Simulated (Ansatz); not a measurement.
# A Cs vacancy in cubic perovskite CsSnI3, 39 atoms, charge −1

These are results of DFT, PBEsol, PAW, plane waves in Ansatz 0.2.0, not measurements.

Command:

```sh
ansatz run in.yaml --threads 8 --pin off --max-ram 118750MiB --runs-dir r --events-out ev --progress --plain --backend cuda --devices 0, --max-vram 170GiB
```

The input less its lattice and atoms:

```yaml
crystal:
  symmetry: { detect: false }
kpoints:
  mp_grid: { grid: [1, 1, 1], shift: [0.25, 0.25, 0.25] }
hamiltonian:
  xc: pbesol
total_charge: -1
scf:
  occupations: { method: fermi_dirac, width: 0.01 }
relax:
  f_tol: 0.03
  max_steps: 80
  escape_saddle: false
  adjacent_minimum: "off"
output:
  forces: true
  eigenvalues: true
  populations: true
  charged_corrections: { epsilon: 30 }
```

Start:

```
Cs Sn I
1.0
    12.31446    0.00000    0.00000
     0.00000   12.31446    0.00000
     0.00000    0.00000   12.31446
Cs Sn I
7 8 24
Direct
  0.00048 0.99873 0.99883
  0.00077 0.99994 0.50000
  0.00079 0.49979 0.99978
  0.99877 0.49785 0.50161
  0.50017 0.00189 0.00175
  0.50050 0.99943 0.50123
  0.49980 0.49978 0.00142
  0.25141 0.25094 0.25110
  0.24732 0.25412 0.75131
  0.24980 0.75342 0.25187
  0.24932 0.75242 0.75072
  0.74800 0.25012 0.25289
  0.75140 0.25077 0.75239
  0.75003 0.75243 0.25171
  0.75275 0.75196 0.75110
  0.25100 0.24943 0.99905
  0.24954 0.25028 0.50041
  0.25136 0.75142 0.99964
  0.24947 0.74875 0.49968
  0.74825 0.24983 0.00222
  0.74990 0.24975 0.50155
  0.74953 0.75350 0.99900
  0.74897 0.74906 0.49955
  0.99947 0.25051 0.24900
  0.00258 0.25288 0.74923
  0.00148 0.75080 0.24901
  0.00071 0.75230 0.75174
  0.49878 0.24720 0.25145
  0.50180 0.25015 0.75112
  0.49749 0.75064 0.24933
  0.49865 0.74861 0.74820
  0.25038 0.00169 0.25180
  0.25220 0.99535 0.74784
  0.25147 0.49878 0.25173
  0.25006 0.50044 0.75048
  0.75249 0.99748 0.25179
  0.75079 0.00041 0.74796
  0.75072 0.50023 0.25147
  0.74831 0.50103 0.75090
```

Steps:

| step | energy less the first (eV) | largest force component (eV/Å) |
| --- | --- | --- |
| start | 0.000 | 0.308 |
| 1 | -0.135 | 0.124 |
| 2 | -0.167 | 0.049 |
| 3 | -0.170 | 0.036 |
| 4 | -0.172 | 0.013 |

A structure on the way, about -0.14 eV from the start:

```
Cs Sn I
1.0
    12.31446    0.00000    0.00000
     0.00000   12.31446    0.00000
     0.00000    0.00000   12.31446
Cs Sn I
7 8 24
Direct
  0.00024 0.99817 0.99935
  0.00070 0.99991 0.49978
  0.00080 0.49961 0.00010
  0.99891 0.49752 0.50097
  0.50001 0.00176 0.00165
  0.50034 0.99939 0.50159
  0.49980 0.49987 0.00089
  0.25135 0.25174 0.25191
  0.24874 0.25451 0.75067
  0.25097 0.75168 0.25215
  0.25092 0.75255 0.75047
  0.74896 0.25153 0.25259
  0.74900 0.25175 0.75126
  0.74998 0.75134 0.25240
  0.75115 0.75121 0.75102
  0.25014 0.24864 0.99983
  0.24509 0.24570 0.50032
  0.25045 0.75158 0.99999
  0.24467 0.75305 0.49988
  0.74912 0.24897 0.00128
  0.75441 0.24567 0.50100
  0.74992 0.75335 0.99987
  0.75396 0.75338 0.49999
  0.99980 0.24984 0.24851
  0.00104 0.25167 0.75039
  0.00071 0.75080 0.24857
  0.00011 0.75205 0.75186
  0.49980 0.24358 0.24716
  0.50108 0.24550 0.75533
  0.49966 0.75506 0.24524
  0.49967 0.75360 0.75305
  0.24954 0.00043 0.25104
  0.25089 0.99866 0.74875
  0.24694 0.49943 0.24607
  0.24531 0.49979 0.75476
  0.75233 0.99921 0.25140
  0.75150 0.00088 0.74895
  0.75469 0.49979 0.24622
  0.75398 0.50097 0.75556
```

End:

```
Cs Sn I
1.0
    12.31446    0.00000    0.00000
     0.00000   12.31446    0.00000
     0.00000    0.00000   12.31446
Cs Sn I
7 8 24
Cartesian
  12.3111 12.2871 0.0024
  0.0036 12.3125 6.1540
  0.0087 6.1492 0.0067
  12.3054 6.1279 6.1686
  6.1577 0.0161 0.0185
  6.1609 12.3125 6.1783
  6.1573 6.1601 0.0082
  3.1015 3.1093 3.1079
  3.0835 3.0993 9.2543
  3.0890 9.2541 3.0944
  3.0761 9.2460 9.2399
  9.2472 3.0953 3.0946
  9.2299 3.0819 9.2423
  9.2352 9.2406 3.0828
  9.2214 9.2273 9.2282
  3.0645 3.0331 0.0156
  2.9708 2.9993 6.1736
  3.0523 9.2874 0.0041
  2.9602 9.3323 6.1623
  9.2680 3.0240 0.0077
  9.3601 2.9985 6.1648
  9.2520 9.2853 12.3119
  9.3478 9.3224 6.1527
  0.0124 3.0663 3.0502
  0.0023 3.0474 9.2924
  0.0026 9.2670 3.0282
  12.3078 9.2696 9.2811
  6.1706 2.9777 2.9976
  6.1599 2.9801 9.3428
  6.1601 9.3591 2.9886
  6.1485 9.3462 9.3277
  3.0414 0.0136 3.0645
  3.0404 0.0058 9.2576
  2.9942 6.1724 2.9644
  2.9742 6.1634 9.3611
  9.2857 0.0054 3.0626
  9.2654 12.3134 9.2486
  9.3341 6.1633 2.9577
  9.3360 6.1539 9.3583
```

The calculation finished and met its thresholds.

Time: 5.1 s of wall time on one NVIDIA GB200 with 8 processor threads, on a host shared with other runs; peak host memory 2.2 GiB.

Q: How much energy did the relaxation gain, and which atom moved most?

A: 0.17 eV in 4 steps, from a start with small random displacements (the gain also holds any tilting of the ideal host); atom 34 (I) moved 0.17 Å, the median atom 0.05 Å (drift of the whole cell removed).
